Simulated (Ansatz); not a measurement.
# Does this entry for ZnPtC6N6 lie near equilibrium?

The cell is an entry of the Crystallography Open Database (COD), atoms as given.

Space group Fm-3m (No. 225); a = 10.5241 Å.

| site | Wyckoff | site symmetry | x | y | z |
| --- | --- | --- | --- | --- | --- |
| Zn | 4b | m-3m | 0.5000 | 0.5000 | 0.5000 |
| Pt | 4a | m-3m | 0.0000 | 0.0000 | 0.0000 |
| C | 24e | 4m.m | 0.5000 | 0.5000 | 0.1934 |
| N | 24e | 4m.m | 0.5000 | 0.5000 | 0.2965 |

One atom of each set is listed; the run and its k-mesh use a cell of 14 atoms with edges of 7.44, 7.44, 7.44 Å.

All values are calculated (Ansatz; DFT, PBE, plane waves and PAW, scalar-relativistic, 420 eV cutoff, Γ-centred 5×5×5 k-points, Fermi–Dirac smearing 0.05 eV), not measured.

(1) Do the atoms and the cell lie near the calculated equilibrium?

Answers

(1) No. The largest force is 11 eV/Å, on atom 3 (C: 1 N at 1.09 Å, 1 Pt at 2.04 Å, angle 180°; also 1 Zn at 3.23 Å), and the pressure is 12.3 GPa. Such values can come from a cell under pressure, imprecise or misplaced coordinates, missing atoms or a wrong setting of the space group; the run alone doesn't tell which, and gradients calculated on this entry can't be taken for those of the compound at ambient conditions.
